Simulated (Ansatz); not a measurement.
According to DFT-LDA in the program Ansatz with PAW potentials, O in the α-O2 structure (C2/m) relaxes to a = 3.279 Å, b = 3.277 Å, c = 4.034 Å, β = 113.4°.

It is gapped at this level: 0.36 eV (direct). The magnetic state found is antiferromagnetic.

The LDA relaxation kept the symmetry of its start, as lowered by the spin order. Magnetic state: antiferromagnetic, chosen from 5 collinear starts compared on coarse meshes (ties went to the first, and starts can fall back to one state), not a proven ground state. Textbook magnetic order: antiferromagnetic. The substance is a gas or liquid at ambient conditions; this is its low-temperature solid. No Hubbard U is applied. A crystal of weakly bound molecules computed without a dispersion correction: the cell and the soft elastic constants depend strongly on that.

Potentials: the later of the program's two PAW sets.
